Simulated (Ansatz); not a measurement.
Starting cell, SrO (rock salt):

```
SrO
1.0
    0.00000     2.59750     2.59750
    2.59750     0.00000     2.59750
    2.59750     2.59750     0.00000
O Sr
1 1
Direct
  0.00000   0.00000   0.00000
  0.50000   0.50000   0.50000
```

In this cell atom 2 (Sr, nearest neighbour O at 2.598 Å; its periodic images, 3.7 Å or more away, move with it) is moved by s along Cartesian [111], unit vector (0.577, 0.577, 0.577); all other atoms and the cell stay fixed.

The numbers are results of PBE (plane waves to 420 eV, PAW, scalar-relativistic; Ansatz, an electronic-structure program), not measurements. k mesh 9×9×9 (Γ-centred), Fermi-Dirac smearing 0.05 eV. Energies are smeared free energies. SrO was relaxed with its symmetry unable to fall. The zero of ΔE is the undisplaced structure.

| s (Å) | ΔE (meV/cell) |
|---|---|
| -0.780 | withheld |
| -0.624 | 415 |
| -0.468 | 222 |
| -0.312 | 93 |
| -0.156 | 22 |
| 0.000 | 0 |
| 0.156 | 22 |
| 0.312 | 93 |
| 0.468 | 222 |
| 0.624 | 415 |
| 0.780 | withheld |

Problem. Fit an even polynomial form (powers 2, 4) to the given rows and predict ΔE at s = 0.780.

Solution. Least squares on the 9 given rows: ΔE = (934.1)·s² + (340.1)·s⁴, in meV/cell with s in Å; root-mean-square residual 0.9 meV/cell. At 0.780 the fit gives 694 meV/cell; the calculation gives 666 meV/cell, so the extrapolation is off by 28 (+4.2 %). The quadratic term alone would give 568 meV/cell.

(For displaced atoms, the force is minus the slope of the energy, and its curvature is a force constant, which sets phonon frequencies.)
